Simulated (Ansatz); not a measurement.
The start is a generated cell, Sr placed in the bcc structure type. A full variable-cell relaxation at zero pressure is run with r2SCAN (plane waves to 500 eV, PAW, scalar-relativistic; Ansatz, an electronic-structure program). The first steps use a coarse 10×10×10 k-mesh.

Starting cell:
```
CELL_PARAMETERS angstrom
     -2.41285     2.41285     2.41285
      2.41285    -2.41285     2.41285
      2.41285     2.41285    -2.41285
ATOMIC_POSITIONS crystal
  Sr 0.00000 0.00000 0.00000
```

Problem. How much energy is released per atom?

Solution. Under 0.01 eV/atom.

Problem. How does the volume per atom move from start to end?

Solution. -0.7 %, from 56.19 to 55.77 Å³/atom.

Problem. What band gap does the relaxed structure have at this level?

Solution. Zero (metallic).

Problem. Write out the relaxed structure.

Solution. 
```cif
data_Sr2
_chemical_formula_sum 'Sr2'
_space_group_name_H-M_alt 'Im-3m'
_space_group_IT_number 229
_space_group_name_Hall '-I 4 2 3'
_cell_length_a 4.81372
_cell_length_b 4.81372
_cell_length_c 4.81372
_cell_angle_alpha 90.000
_cell_angle_beta 90.000
_cell_angle_gamma 90.000
loop_
_atom_site_label
_atom_site_type_symbol
_atom_site_symmetry_multiplicity
_atom_site_Wyckoff_symbol
_atom_site_fract_x
_atom_site_fract_y
_atom_site_fract_z
_atom_site_occupancy
Sr1 Sr 2 a 0.00000 0.00000 0.00000 1
```
(The calculation used a cell of 1 atom; values per cell refer to that cell.)

The space group stays Im-3m (No. 229) (the run could not lower it); the end is bcc (W type), with 1 atom in the primitive cell. Final values are on a 14×14×14 k-mesh of the relaxed cell. No spin polarisation in the result.

The run could not lose the symmetry of its start.

The relaxed structure has the type that Sr is known to take under pressure; here it was relaxed at zero pressure, from a generated start.
